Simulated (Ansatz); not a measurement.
## ZrS (Fm-3m), two-dimensional strain map

The calculation used Ansatz 0.2.0, DFT PBEsol, scalar-relativistic, plane waves, PAW. Cutoff 420 eV, Γ-centred 16×16×16 k-points, Gaussian smearing of 0.15 eV. No spin polarisation. Energies are free energies at this smearing, counted from the undisturbed cell; pressure is positive in compression.

The undisturbed cell (as given, not relaxed at this level; it stands at -6.5 GPa, and it needn't be the usual structure):

```
CELL_PARAMETERS angstrom
0.00000 2.62500 2.62500
2.62500 0.00000 2.62500
2.62500 2.62500 0.00000
ATOMIC_POSITIONS crystal
Zr 0.00000 0.00000 0.00000
S 0.50000 0.50000 0.50000
```

The cell is strained by p along both x and y and by q along z, fractional coordinates fixed. Points are written (p, q).

Energy above the undisturbed cell in meV/atom (a dash: not computed):

| p \ q | -0.030 | -0.015 | 0.000 | 0.015 | 0.030 |
| --- | --- | --- | --- | --- | --- |
| -0.030 | -3.0 | -9.2 | -6.8 | 2.6 | ? |
| -0.015 | ? | -18.0 | -13.2 | -1.5 | 15.9 |
| 0.000 | -5.5 | -7.2 | 0.0 | 14.2 | ? |
| 0.015 | 19.6 | 20.2 | 29.6 | 46.1 | 68.2 |
| 0.030 | 58.1 | 61.1 | 72.7 | ? | 116.0 |

Q: Fill in the withheld energies.

A: (-0.030, 0.030): 17.7; (-0.015, -0.030): -14.2; (0.000, 0.030): 33.8; (0.030, 0.015): 91.5.